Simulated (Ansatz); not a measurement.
input.yaml (Ansatz)

```yaml
crystal:
  lattice:
    - [4.9008408999, 0.0, 0.0]
    - [0.0, 4.9008408999, 0.0]
    - [0.0, 0.0, 4.9008408999]
  atoms:
    - { symbol: Pd, position: [0.0, 0.0, 0.0] }
    - { symbol: Pd, position: [0.5, 0.5, 0.5] }
    - { symbol: Pd, position: [0.25, 0.0, 0.5] }
    - { symbol: Pd, position: [0.75, 0.0, 0.5] }
    - { symbol: Pd, position: [0.5, 0.25, 0.0] }
    - { symbol: Pd, position: [0.5, 0.75, 0.0] }
    - { symbol: Pd, position: [0.0, 0.5, 0.25] }
    - { symbol: Pd, position: [0.0, 0.5, 0.75] }
hamiltonian:
  xc: lda
  pseudopotentials:
    kind: paw
    azcp:
      Pd: "pseudopotentials/Pd.paw.azcp"
basis:
  ecutwfc: 420
  fft_grid_basis: typed
kpoints:
  mp_grid: { grid: [5, 5, 5], shift: [0, 0, 0] }
magnetization:
  spin_polarized: false
scf:
  occupations: { method: fermi_dirac, width: 0.1 }
relax:
  max_steps: 60
  f_tol: 0.01
  cell: {}
```

and its output:

```
Warning: the record states the generating functional pbe (its physics header spells it `PBE`), which answers neither for hamiltonian.xc's functional nor for the lda family's — results may be inconsistent (PPs are generated against a specific XC)
Engine: ansatz 0.2.0, x86_64-unknown-linux-gnu
Pseudopotentials: kind: paw
Pseudopotential: Pd, paw, valence charge 18, recommended cutoff 420 eV (normal) 
Functional definition: SPW92
  exchange = slater_x
  correlation = pw_c
Crystal: 8 atoms, lattice volume = 117.710 Å³
Basis set: ecut = 420 eV, 2325 PW (Γ)
Bands: 87, of which v1, the nominal top of the filled ones, is band 72 counted from 1 (71 counted from 0)
Symmetry: 48 space group operations
Space group: Pm-3n (ITA 223), of the structure as read, at distance tolerance 4.9e-5 Å
k-points: 10 of 125
Non-local potential: Pd, projectors of the file, l = 0: 2, l = 1: 2, l = 2: 2, l = 3: 1
PAW form: soft (Blöchl's): semilocal exchange-correlation on the pseudo side does not see the compensation charge
PAW frozen core: Pd, regenerated for the run's functional, and the local potential with it (the file was generated under x = pbe(κ = 0.804, μ = 0.2195149727645171), c = pbe(β = 0.06672455060314922))
PAW one-centre angular grid: Pd, 590 points (default); XC on 64 Gauss nodes
Initial density: superposition of atomic densities (neutral atoms: chi_scale 0, normalization atom), corrected by the library's trained network
Initial wavefunctions: pseudopotential atomic-orbital guess
Functional: x = slater, c = lda
SCF iter   1: F=—  HF=-54755.641469 eV  |F-HF|=—  |Δ(HF+E_count)|=         —  Δρ=1.33e-2  dr2=1.09e-1  ethr=1.77e-3  ⟨swp⟩=5.3  Hψ=3117  notcnv=0  defer=26
SCF iter   2: F=—  HF=-54755.615923 eV  |F-HF|=—  |Δ(HF+E_count)|=   2.55e-2  Δρ=5.96e-3  dr2=1.90e-2  ethr=7.58e-5  ⟨swp⟩=2.0  Hψ=1420  notcnv=0  defer=28
SCF iter   3: F=—  HF=-54755.610142 eV  |F-HF|=—  |Δ(HF+E_count)|=   5.78e-3  Δρ=7.90e-4  dr2=2.62e-4  ethr=1.32e-5  ⟨swp⟩=2.0  Hψ=1129  notcnv=0  defer=28
SCF iter   4: F=—  HF=-54755.610091 eV  |F-HF|=—  |Δ(HF+E_count)|=   5.01e-5  Δρ=1.11e-4  dr2=5.91e-6  ethr=1.82e-7  ⟨swp⟩=2.1  Hψ=1177  notcnv=0  defer=28
SCF iter   5: F=—  HF=-54755.610091 eV  |F-HF|=—  |Δ(HF+E_count)|=   4.88e-7  Δρ=1.69e-5  dr2=2.09e-7  ethr=4.11e-9  ⟨swp⟩=1.8  Hψ=877  notcnv=0  defer=28
SCF iter   6: F=-54755.610091 eV  HF=-54755.610091 eV  |F-HF|=2.46e-8  |Δ(HF+E_count)|=   6.04e-9  Δρ=5.56e-6  dr2=3.28e-8  ethr=6.94e-11  ⟨swp⟩=3.5  Hψ=2419  notcnv=0
SCF 1 converged in 6 iterations: F = -54755.610091 eV  dr2 = 3.28e-8
relax step   1: F+E_penalty+E_count = -54755.61009091 eV  Δ(F+E_penalty+E_count) = +0.000e0 eV  max|allowed force component| = 1.388e-17 eV/Å  Δτ_max = 0.0000 Å  P = -2.146 GPa  Ω = 117.710 Å³  (6 SCF iters, dr2 threshold 1.00e-7 eV, accepted)
Crystal: 8 atoms, lattice volume = 115.462 Å³
...
iter 7 did not close the SCF: its close was put off for the readings that it lacked (scf_convergence_deferred on its scf_iter line)
SCF iter   7: F=-54755.618373 eV  HF=-54755.618373 eV  |F-HF|=1.46e-11  |Δ(HF+E_count)|=  2.18e-11  Δρ=9.37e-10  dr2=6.00e-16  ethr=1.00e-12  ⟨swp⟩=1.0  Hψ=870  notcnv=0
SCF iter   8: F=-54755.618373 eV  HF=-54755.618373 eV  |F-HF|=0.00e0  |Δ(HF+E_count)|=  7.28e-12  Δρ=2.52e-10  dr2=7.70e-17  ethr=1.00e-12  ⟨swp⟩=1.0  Hψ=1780  notcnv=0
SCF 4 converged in 8 iterations: F = -54755.618373 eV  dr2 = 7.70e-17
relax step   4: F+E_penalty+E_count = -54755.61837278 eV  Δ(F+E_penalty+E_count) = +2.510e-4 eV  max|allowed force component| = 4.821e-17 eV/Å  Δτ_max = 0.0000 Å  P = -0.041 GPa  Ω = 116.511 Å³  stress off target by 4.08e-2 GPa  SCF on the basis re-selected at this cell (its energy is not comparable with the rows above)  (8 SCF iters)
basis re-selected at this cell: Δ(F+E_penalty+E_count) = +2.510e-4 eV, ΔP = +0.002 GPa vs the last step (what re-selecting the basis moved, of the pressure what is left beyond the Pulay correction that the steps carried, after the strain that the cell walked since its last selection, with what the two solves' SCF thresholds leave and, on support functions, any second-order correction that the steps lacked; it is no measure of the basis error at this ecutwfc). This SCF's stress stands 4.08e-2 GPa from its target on what of the cell is left free (relax.cell.stress_tol is 5.00e-2 GPa) and its largest allowed force component is 4.82e-17 eV/Å (relax.f_tol is 1.00e-2 eV/Å): within both
SCF converged after 8 iterations
Free energy (F): -54755.618373 eV
Harris-Foulkes:  -54755.618373 eV  (|F-HF|=0.00e0)
Internal energy: -54755.198526 eV  (E = F + TS)
E sigma→0 (E₀):  -54755.408450 eV
Entropy (-TS):   -0.419847 eV (-52.481 meV/atom)
Fermi energy:    19.836133 eV
--- Per-component energies (eV) ---
  E_band       = -1091.819749
  E_kinetic    = 4114.862645
  E_local      = -13982.350705  (includes V_loc(G=0)·N_el)
  E_nonlocal   = 1785.417045
  E_hartree    = 5670.123852
  E_xc         = -1343.231656
  E_vxc        = -1693.011581  (∫ρ·V_xc dr)
  E_paw        = -28983.752731  (= ΣΔE_a)
  E_vpaw       = -2656.986696  (= ΣTr[D̂ρ^β])
  E_aug_tail   = 0.001840  (compensation charges beyond the density's cutoff)
  E_ewald      = -22021.714686
  E_core_change = 5.445870  (= ΣΔE_core)
  E_smearing   = -0.419847  (= −TS)
  E_closure    = -0.000000  (closes the sum)
  Σ components = -54755.618373   (vs F -54755.618373, Δ=0.00e0)
--- Forces (eV/Å), atoms counted from 1 ---
  atom   1  Pd    -0.00000000    -0.00000000    -0.00000000
  atom   2  Pd     0.00000000    -0.00000000     0.00000000
  atom   3  Pd     0.00000000    -0.00000000    -0.00000000
  atom   4  Pd    -0.00000000     0.00000000     0.00000000
  atom   5  Pd    -0.00000000    -0.00000000    -0.00000000
  atom   6  Pd     0.00000000     0.00000000     0.00000000
  atom   7  Pd    -0.00000000    -0.00000000     0.00000000
  atom   8  Pd     0.00000000     0.00000000    -0.00000000
  max |Σ_I F_I| component: 3.99e-17 eV/Å
--- Stress (GPa, compression-positive) ---
       -0.040830       0.000000       0.000000
        0.000000      -0.040830      -0.000000
        0.000000      -0.000000      -0.040830
  P = ⅓ Tr σ = -0.0408 GPa (-0.408 kbar)
--- Relaxed structure (3 steps of the walk, 3 accepted, 1 SCFs on fresh bases) ---
  F+E_penalty+E_count = -54755.61837278 eV   max|allowed force component| = 4.821e-17 eV/Å   (the final SCF, on the basis selected at the relaxed cell)
  cell:  # Å, volume = 116.5105 Å³
    - [4.8841429332967765, -6.419766481290787e-35, 0.0]
    - [-6.419766481290787e-35, 4.8841429332967765, 0.0]
    - [-1.2839532962581572e-34, 0.0, 4.8841429332967765]
  atoms:
    - { symbol: Pd, position: [-1.7781298418142285e-35, 3.076548395369223e-36, -1.12572248978167e-36] }
    - { symbol: Pd, position: [0.5, 0.5, 0.5] }
    - { symbol: Pd, position: [0.25, -9.613414216715058e-36, 0.5] }
    - { symbol: Pd, position: [0.7499999999999999, -4.56365338897285e-35, 0.5] }
    - { symbol: Pd, position: [0.5, 0.25, -1.73975293875349e-36] }
    - { symbol: Pd, position: [0.5, 0.7499999999999999, -1.0233840816196963e-37] }
    - { symbol: Pd, position: [2.1107296683406311e-35, 0.5, 0.25] }
    - { symbol: Pd, position: [2.786163162209633e-35, 0.5, 0.7499999999999999] }
```
